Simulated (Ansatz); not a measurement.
## Phonon dispersion of Ge8MoW3

The calculation used Ansatz 0.2.0, DFT PBE, scalar-relativistic, plane waves, PAW. Settings: 420 eV plane-wave cutoff, Γ-centred 8×8×6 mesh, Fermi-Dirac smearing of 0.15 eV. No spin polarisation. Phonons by linear response, acoustic sum rule imposed.

Equilibrium structure at this level:
```
Ge Mo W
1.0
     4.72471    0.00000    0.00000
     0.00000    4.72471    0.00000
     0.00000    0.00000    8.30313
Ge Mo W
8 1 3
Cartesian
  0.0000 0.0000 2.7990
  0.0000 2.3624 6.9578
  2.3624 0.0000 6.9578
  2.3624 2.3624 2.8023
  0.0000 0.0000 5.5041
  0.0000 2.3624 1.3453
  2.3624 0.0000 1.3453
  2.3624 2.3624 5.5008
  0.0000 0.0000 0.0000
  0.0000 2.3624 4.1516
  2.3624 0.0000 4.1516
  2.3624 2.3624 0.0000
```

The structure comes from a generated guess, relaxed at this level; another structure or a mixture of phases may lie lower. In a metal, frequencies and elastic constants depend on the k mesh and the smearing, soft modes and shear constants most. Spin–orbit coupling is left out, which matters for heavy elements. The q mesh is coarse, so values between its points are rough.

Force constants from linear response on a 2×2×1 q mesh.

Q: Is the structure dynamically stable on this mesh?

A: Yes, on this mesh: no mode is imaginary.

Q: Give the frequencies (cm⁻¹; i marks imaginary ones) at the irreducible q points, in fractions of the reciprocal vectors.

A:
```csv
q,star,frequencies
0.000 0.000 0.000,1,0 0 0 109 109 116 118 118 126 130 130 149 159 159 159 159 160 164 170 170 180 185 185 187 187 199 199 210 229 229 231 232 235 235 239 257
0.000 -0.500 0.000,2,86 91 95 101 128 129 131 132 137 140 142 143 144 147 152 155 167 170 171 174 185 187 189 192 203 203 205 207 209 211 213 215 239 242 247 253
-0.500 -0.500 0.000,1,101 102 112 112 119 119 121 132 136 138 138 138 138 141 145 145 146 164 165 165 165 170 170 171 195 199 202 202 213 213 213 214 259 264 265 265
```
